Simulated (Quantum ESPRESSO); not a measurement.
## Al3ZnN3O (input and log of a self-consistent run)

Simulated, not a measurement. The program is pw.x of Quantum ESPRESSO 7.5 (plane-wave density functional theory). The cell is made up: 8 atoms on a wurtzite lattice, with randomly drawn elements, strain and displacements, not relaxed. PseudoDojo standard norm-conserving files (v0.5 for PBE, v0.4.1 for LDA and PBEsol) set the functional; there is no spin polarisation, spin-orbit coupling or dispersion term, and the masses in the input are unused placeholders.

Input:

```
&control calculation='scf', pseudo_dir='./dojo.nc.sr.pbe.v0_5.standard.upf', outdir='./o', disk_io='medium', tprnfor=.true., tstress=.true. /
&system ibrav=0, nat=8, ntyp=4, nbnd=31, ecutwfc=84.00895049, nosym=.true., tot_charge=0,
 occupations='smearing', smearing='fd', degauss=0.0018374661
/
&electrons conv_thr=7.350e-09, electron_maxstep=60, /
ATOMIC_SPECIES
Al 1.0 Al.upf
N 1.0 N.upf
O 1.0 O.upf
Zn 1.0 Zn.upf
CELL_PARAMETERS angstrom
3.0182 -0.0192 0.0298
-0.0332 5.3552 -0.0454
0.0495 -0.0435 4.9821
ATOMIC_POSITIONS angstrom
Al 0.0527 -0.08 -0.0821
Al 1.458 2.6234 -0.0018
Zn 1.6066 0.9185 2.4196
Al -0.0354 3.5672 2.5315
N 0.0458 -0.037 1.8438
O 1.4947 2.6552 1.8457
N 1.4257 0.7469 4.2787
N 0.001 3.517 4.3755
K_POINTS automatic
6 4 4 1 1 1
```

The log is shortened where brackets say so; the opening notice, blank lines, dates and the lines on written files are dropped, and the path of the files is cut. It prints rydbergs, bohrs and kilobars, and counts compression as positive stress. With no partly filled state, the Fermi energy that it prints is only some level between the filled and the empty states on the mesh, and need not lie in the true gap.

```
     Program PWSCF v.7.5
     Parallel version (MPI & OpenMP), running on       1 processor cores
     Number of MPI processes:                 1
     Threads/MPI process:                     1
     [start-up lines left out]
     bravais-lattice index     =            0
     lattice parameter (alat)  =       5.7040  a.u.
     unit-cell volume          =     543.3020 (a.u.)^3
     number of atoms/cell      =            8
     number of atomic types    =            4
     number of electrons       =        50.00
     number of Kohn-Sham states=           31
     kinetic-energy cutoff     =      84.0090  Ry
     charge density cutoff     =     336.0358  Ry
     scf convergence threshold =      7.3E-09
     mixing beta               =       0.7000
     number of iterations used =            8  plain     mixing
     Exchange-correlation= PBE
                           (   1   4   3   4   0   0   0)
     [axes and pseudopotential details left out]
   Cartesian axes
     site n.     atom                  positions (alat units)
         1        Al     tau(   1) = (   0.0174595  -0.0265040  -0.0271998  )
         2        Al     tau(   2) = (   0.4830361   0.8691336  -0.0005963  )
         3        Zn     tau(   3) = (   0.5322673   0.3042995   0.8016146  )
         4        Al     tau(   4) = (  -0.0117280   1.1818150   0.8386871  )
         5        N      tau(   5) = (   0.0151736  -0.0122581   0.6108518  )
         6        O      tau(   6) = (   0.4951948   0.8796690   0.6114812  )
         7        N      tau(   7) = (   0.4723351   0.2474483   1.4175353  )
         8        N      tau(   8) = (   0.0003313   1.1651837   1.4496051  )
     number of k points=    48  Fermi-Dirac smearing, width (Ry)=  0.0018
                       cart. coord. in units 2pi/alat
        k(    1) = (   0.0830489   0.0716103   0.0755314), wk =   0.0416667
        k(    2) = (   0.0815613   0.0728853   0.2270200), wk =   0.0416667
     [further k points left out]
     Dense  grid:    56567 G-vectors     FFT dimensions: (  36,  60,  60)
     Estimated max dynamical RAM per process >      72.17 MB
     Initial potential from superposition of free atoms
     starting charge      49.9925, renormalised to      50.0000
     Starting wfcs are   38 randomized atomic wfcs
     total cpu time spent up to now is        6.8 secs
     per-process dynamical memory:    55.9 Mb
     Self-consistent Calculation
     iteration #  1     ecut=    84.01 Ry     beta= 0.70
     Davidson diagonalization with overlap
     ethr =  1.00E-02,  avg # of iterations =  3.3
     total cpu time spent up to now is       23.5 secs
     total energy              =    -526.70939694 Ry
     estimated scf accuracy    <       2.47482128 Ry
     iteration #  2     ecut=    84.01 Ry     beta= 0.70
     Davidson diagonalization with overlap
     ethr =  4.95E-03,  avg # of iterations =  2.9
     total cpu time spent up to now is       39.3 secs
     total energy              =    -527.31772839 Ry
     estimated scf accuracy    <       2.37323047 Ry
     iteration #  3     ecut=    84.01 Ry     beta= 0.70
     Davidson diagonalization with overlap
     ethr =  4.75E-03,  avg # of iterations =  2.0
     total cpu time spent up to now is       54.4 secs
     total energy              =    -527.76902115 Ry
     estimated scf accuracy    <       0.13051989 Ry
     iteration #  4     ecut=    84.01 Ry     beta= 0.70
     Davidson diagonalization with overlap
     ethr =  2.61E-04,  avg # of iterations =  4.7
     total cpu time spent up to now is       70.1 secs
     total energy              =    -527.79662850 Ry
     estimated scf accuracy    <       0.00764009 Ry
     iteration #  5     ecut=    84.01 Ry     beta= 0.70
     Davidson diagonalization with overlap
     ethr =  1.53E-05,  avg # of iterations =  8.8
     total cpu time spent up to now is       90.3 secs
     total energy              =    -527.79827863 Ry
     estimated scf accuracy    <       0.00254078 Ry
     [iterations 6 to 8 left out]
     iteration #  9     ecut=    84.01 Ry     beta= 0.70
     Davidson diagonalization with overlap
     ethr =  1.07E-08,  avg # of iterations =  3.4
     total cpu time spent up to now is      154.7 secs
     total energy              =    -527.79858703 Ry
     estimated scf accuracy    <       0.00000205 Ry
     iteration # 10     ecut=    84.01 Ry     beta= 0.70
     Davidson diagonalization with overlap
     ethr =  4.10E-09,  avg # of iterations =  2.0
     total cpu time spent up to now is      164.1 secs
     total energy              =    -527.79858718 Ry
     estimated scf accuracy    <       0.00000041 Ry
     iteration # 11     ecut=    84.01 Ry     beta= 0.70
     Davidson diagonalization with overlap
     ethr =  8.26E-10,  avg # of iterations =  2.0
     total cpu time spent up to now is      175.6 secs
     total energy              =    -527.79858723 Ry
     estimated scf accuracy    <       0.00000004 Ry
     iteration # 12     ecut=    84.01 Ry     beta= 0.70
     Davidson diagonalization with overlap
     ethr =  8.08E-11,  avg # of iterations =  3.2
     total cpu time spent up to now is      191.1 secs
     total energy              =    -527.79858724 Ry
     estimated scf accuracy    <       0.00000001 Ry
     iteration # 13     ecut=    84.01 Ry     beta= 0.70
     Davidson diagonalization with overlap
     ethr =  2.55E-11,  avg # of iterations =  2.0
     total cpu time spent up to now is      205.2 secs
     End of self-consistent calculation
          k = 0.0830 0.0716 0.0755 (  7076 PWs)   bands (ev):
  -113.8149 -68.0831 -68.0134 -68.0026 -11.1466  -5.9997  -4.2008  -3.1215
     1.5852   2.2856   3.2250   3.6854   4.1136   4.5054   4.6158   5.1079
     5.3602   5.7664   6.2566   6.8139   8.0262   8.6689   9.0687   9.7766
    10.7143  12.6167  14.5933  15.2301  16.5200  17.4486  18.1666
     [levels at the other k points left out]
     the Fermi energy is    11.6859 ev
!    total energy              =    -527.79858724 Ry
     estimated scf accuracy    <          9.9E-10 Ry
     smearing contrib. (-TS)   =      -0.00000000 Ry
     internal energy E=F+TS    =    -527.79858724 Ry
     The total energy is F=E-TS. E is the sum of the following terms:
     one-electron contribution =    -431.41670126 Ry
     hartree contribution      =     241.73611953 Ry
     xc contribution           =     -79.16873301 Ry
     ewald contribution        =    -258.94927251 Ry
     convergence has been achieved in  13 iterations
     Forces acting on atoms (cartesian axes, Ry/au):
     atom    1 type  1   force =    -0.13023426    0.06057800    0.09384449
     atom    2 type  1   force =    -0.00580360   -0.07413657   -0.04218728
     atom    3 type  4   force =    -0.02292485   -0.09146745    0.02395277
     atom    4 type  1   force =     0.01095652    0.07709866   -0.05551550
     atom    5 type  2   force =     0.02309240   -0.12813168   -0.06721700
     atom    6 type  3   force =    -0.01309083    0.13120157   -0.02151882
     atom    7 type  2   force =     0.13931113    0.11861387    0.09278707
     atom    8 type  2   force =    -0.00130651   -0.09375640   -0.02414574
     Total force =     0.382279     Total SCF correction =     0.000012
     Computing stress (Cartesian axis) and pressure
          total   stress  (Ry/bohr**3)                   (kbar)     P=      210.01
   0.00177722   0.00030187  -0.00042168          261.44       44.41      -62.03
   0.00030187   0.00129633  -0.00001217           44.41      190.70       -1.79
  -0.00042168  -0.00001217   0.00120938          -62.03       -1.79      177.91
     init_run     :      6.51s CPU      6.66s WALL (       1 calls)
     electrons    :    187.05s CPU    198.44s WALL (       1 calls)
     forces       :      2.13s CPU      2.16s WALL (       1 calls)
     stress       :      7.88s CPU      7.93s WALL (       1 calls)
     [timing details left out]
     PWSCF        :   3m23.78s CPU   3m35.70s WALL
     JOB DONE.
```

In other units: free energy -7181.066 eV for the cell, pressure 21.00 GPa, largest force component 3.582 eV/Å. A rerun of this cell at 1437 eV and a 8 x 6 x 6 mesh moved values by no more than 0.002 eV in energy, 0.03 GPa in stress and 0.002 eV/Å in force.